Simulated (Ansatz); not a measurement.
The relaxed structure here is a generated cell of WS2: the first start was made by placing the elements on the sites of a structure type, and the end was not matched to a known phase here, so it may be hypothetical. Known forms of WS2 include space group No. 194.

One starting cell of WS$_{2}$ (a generated trial cell of WS2 in the AFLOW prototype A2B_hP9_150_ef_bd (C22, as in Fe2P)) was relaxed twice with Ansatz (plane waves, PAW, scalar-relativistic): with PBEsol at 420 eV and with PBE at 420 eV. The PBEsol result:

Space group P321 (No. 150); a = 6.304 Å, b = 6.304 Å, c = 4.192 Å, α = 90.00°, β = 90.00°, γ = 120.00°

```json
[
 {"atom": "S", "site": "3e", "symmetry": ".2.", "x": "0.0000", "y": "0.2697", "z": "0.0000"},
 {"atom": "S", "site": "3f", "symmetry": ".2.", "x": "0.3775", "y": "0.3775", "z": "0.5000"},
 {"atom": "W", "site": "1b", "symmetry": "32.", "x": "0.0000", "y": "0.0000", "z": "0.5000"},
 {"atom": "W", "site": "2d", "symmetry": "3..", "x": "0.6667", "y": "0.3333", "z": "0.2138"}
]
```

| quantity | PBEsol | PBE |
|---|---|---|
| space group | P321 | P321 |
| volume (Å³/atom) | 16.03 | [?] |
| a (Å) | 6.304 | [?] |
| c (Å) | 4.192 | [?] |
| gap (eV, no spin-orbit coupling) | 0.00 | [?] |

Question: What does PBE give for the same quantities?

Answer: 
- volume (Å³/atom), PBE: 16.87
- a (Å), PBE: 6.325
- c (Å), PBE: 4.384
- gap (eV, no spin-orbit coupling), PBE: 0.00

Both levels end in the same structure; PBE's volume is 5.3 % larger. Neither column is exact.

No spin polarisation in the result.

The run could not lose the symmetry of its start; a randomly shaken copy of 9 atoms returns to this structure.

Ansatz is an electronic-structure program.
